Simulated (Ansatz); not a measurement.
Ca:
```
CELL_PARAMETERS angstrom
      3.85268     0.00000     0.00000
     -1.92634     3.33652     0.00000
      0.00000     0.00000     6.34253
ATOMIC_POSITIONS crystal
  Ca 0.33333 0.66667 0.25000
  Ca 0.66667 0.33333 0.75000
```

Relaxed with PBEsol. Special points in fractions of this cell's reciprocal vectors: Γ (0.000, 0.000, 0.000); M (0.500, 0.000, 0.000); K (0.333, 0.333, 0.000); A (0.000, 0.000, 0.500); L (0.500, 0.000, 0.500); H (0.333, 0.333, 0.500).

**Question.** List the band energies nearest the Fermi level at these points for the program Ansatz at the PBEsol level (PAW).

**Answer.** In eV from the Fermi level; about four levels below and three above (degenerate sets whole), none deeper than 8.9 eV; points with the same levels are listed once.

```tsv
k	below	above
Γ	-4.16 -1.11 -0.23	2.26 2.30 2.30
M	-1.15 -0.71	0.16 0.33 1.36
K	-0.26 -0.26 -0.22	0.52 1.43 1.43
A	-3.12 -3.12	1.36 1.36 2.29 2.29 2.29 2.29
L	-0.74 -0.74	0.10 0.10 1.43 1.43
H	–	0.11 0.11 0.37 0.37
```

Space group P6_3/mmc (hcp (Mg type)). The workflow started from an entry of the Crystallography Open Database (COD, 723 K), which files this formula under 3 space groups. It is not the phase usual at ambient conditions (space group No. 225). The cell was relaxed with PBEsol under the symmetry of its start; whether a distortion lowers the energy is not shown.

Potentials: the later of the program's two PAW sets.
